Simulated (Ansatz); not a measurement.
All numbers below come from DFT PBE, scalar-relativistic, plane waves, PAW (Ansatz 0.2.0). Cutoff 420 eV, Γ-centred 12×12×2 mesh (12-atom cell), Gaussian smearing of 0.02 eV, no spin polarisation.

Energies over the elements count from the elements' standard structures at the same level, with no fitted energy shifts. The references include black phosphorus.

Question: Propose a candidate for a hexagonal semiconductor with formula Al2GaP3, with a gap near 1.5 eV, a formation energy near −0.56 eV/atom and about 21 Å³ per atom, in a cell of 12 atoms.

Answer: Al2GaP3, space group P6_3mc (No. 186). Al on its first site has 4 P at 2.38–2.39 Å; Al on its second site has 4 P at 2.38–2.39 Å; Ga has 4 P at 2.39 Å; P on its first site is surrounded by 4 Al at 2.38–2.39 Å; 2 more sites not described.

```cif
data_structure
_symmetry_space_group_name_H-M 'P6_3mc'
_symmetry_Int_Tables_number 186
_cell_length_a 3.8859
_cell_length_b 3.8859
_cell_length_c 19.1646
_cell_angle_alpha 90.000
_cell_angle_beta 90.000
_cell_angle_gamma 120.000
_cell_volume 250.62
loop_
_atom_site_label
_atom_site_type_symbol
_atom_site_symmetry_multiplicity
_atom_site_Wyckoff_symbol
_atom_site_fract_x
_atom_site_fract_y
_atom_site_fract_z
_atom_site_occupancy
Al1 Al 2 b 0.33333 0.66667 0.00002 1
Al2 Al 2 b 0.33333 0.66667 0.66649 1
Ga1 Ga 2 b 0.33333 0.66667 0.33366 1
P1 P 2 b 0.33333 0.66667 0.12487 1
P2 P 2 b 0.33333 0.66667 0.45862 1
P3 P 2 b 0.33333 0.66667 0.79133 1
```

| Quantity | Value |
| --- | --- |
| Volume per atom | 20.88 Å³ |
| Density | 2.87 g/cm³ |
| Energy over the elements | −0.559 eV/atom |
| Gap on the 12×12×2 mesh of the 12-atom cell | 1.52 eV |

It was reached by relaxing an invented guess, and it needn't be the stable form of this composition. Other answers may fit too; this one was computed.

Kohn–Sham gaps at this level usually fall short of measured ones. The reference form of P is held partly by dispersion forces, which this level lacks. A structure relaxed within its symmetry needn't be a true minimum.
